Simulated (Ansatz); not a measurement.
Values for one crystal, relaxed and computed with r²SCAN (plane waves, PAW; program Ansatz); other levels are named.

| Property | Result |
|---|---|
| Volume per atom | 18.51 Å³ |
| Electronic character | no gap, with almost no states at the Fermi level (zero-gap or semimetallic) |
| Bulk modulus (Birch–Murnaghan fit) | 99.0 GPa |
| Formation energy from the elements (no fitted shifts) | 0.37 eV/atom |
| Pressure derivative B′ | 4.7 |
| Density of states at the Fermi level | 0.02 states/eV per atom (mean over ±0.08 eV) |

Question: Pick the material that matches.
(A) Ti2AlC, P6_3/mmc (Ti on 4f, Al on 2d, C on 2a)
(B) SiSnGeC, R3m (C on 3a, Si on 3a, Ge on 3a, Sn on 3a)
(C) CoSi2, fluorite or antifluorite type
(D) SiRu2, P4/nmm (Ru on 2a, Ru on 2c, Si on 2c)

Answer: B, SiSnGeC, R3m (C on 3a, Si on 3a, Ge on 3a, Sn on 3a)

The start of the workflow was typed in or built on a structure type; neither database checked (COD, Materials Project) lists it. Whether it is the stable phase at ambient conditions was not checked. The r²SCAN relaxation kept the symmetry of its start; its stability against distortions is not shown here. The volume moved by 22 % from the start of the relaxation. Its formation energy is positive at this level, so the cell may be metastable or incomplete. The references are the lowest solids computed at this level, not always the standard phases. Spin–orbit coupling is left out wherever it is not named.

Potentials: the earlier of the program's two PAW sets.
